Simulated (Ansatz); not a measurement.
# Stationary points along a deformation path in WS2

These are results of DFT PBE+D3(BJ), scalar-relativistic, plane waves, PAW in Ansatz 0.2.0, not measurements. The runs took a 420 eV cutoff, a Γ-centred 12×12×4 mesh and Gaussian smearing (0.05 eV). Spin–orbit coupling is left out, which matters for the heavy elements here. No spin polarisation. Energies are free energies at this smearing, counted from the undisturbed cell; pressure is positive in compression.

The undisturbed cell (relaxed at this level):

```
W S
1.0
     3.15421    0.00000    0.00000
    -1.57710    2.73162    0.00000
     0.00000    0.00000   12.13990
W S
2 4
Direct
  0.33333 0.66667 0.25000
  0.66667 0.33333 0.75000
  0.33333 0.66667 0.62029
  0.66667 0.33333 0.12029
  0.33333 0.66667 0.87971
  0.66667 0.33333 0.37971
```

At fixed volume and fractional coordinates, lengths along (0.000, 0.000, 1.000) are scaled against those across it; ρ is that ratio over its starting value. V = 17.433 Å³/atom. Δσ is the stress along the axis less the mean stress across it (compression positive).

```
    ρ  ΔE (meV/atom)  Δσ (GPa) space group
0.800          333.9     38.42     P6_3/mmc
0.850          181.9     29.84     P6_3/mmc
0.920           49.1     16.11     P6_3/mmc
0.960           11.9      7.97     P6_3/mmc
1.000            0.0      0.00     P6_3/mmc
1.050           17.2     -9.79     P6_3/mmc
1.100           66.5    -19.50     P6_3/mmc
1.200          249.7    -38.75     P6_3/mmc
1.300          527.7    -55.90     P6_3/mmc
```

**Question.** How does the stress give the slope of the energy, and where is the energy stationary?

**Answer.** Along the path d ln(length) is 2/3 d ln ρ on the axis and −1/3 d ln ρ across it, so dE/d ln ρ = −(2/3) V Δσ: the energy falls with ρ where Δσ is positive. Δσ vanishes or changes sign at ρ = 1.000 (P6_3/mmc), a minimum at 0.0 meV/atom. Pairs of stationary points between two samples would go unseen, and could change a minimum read from distant neighbours into a maximum.

**Question.** Integrate that slope from ρ = 1 to 1.200 by the trapezoid rule.

**Answer.** With V/N in Å³ and 1 eV/Å³ = 160.2 GPa the slopes at ρ = 1.000, 1.050, 1.100, 1.200 are 0, 711, 1415, 2811 meV/atom per unit of ln ρ. The steps add 17.3 + 49.4 + 183.8 = 250.6 meV/atom, against 249.7 from the energies; the trapezoid rule misses the curvature of the slope within each step.

Forces appear on the atoms along this scan, and letting them relax would lower the energy and soften the response. The gap closes along the scan, which can put kinks into the curve.

Cost: 9 runs of about 1.8 core-minutes in all, on Intel Xeon Platinum 8259CL (Skylake/Cascade Lake) (shared hosts).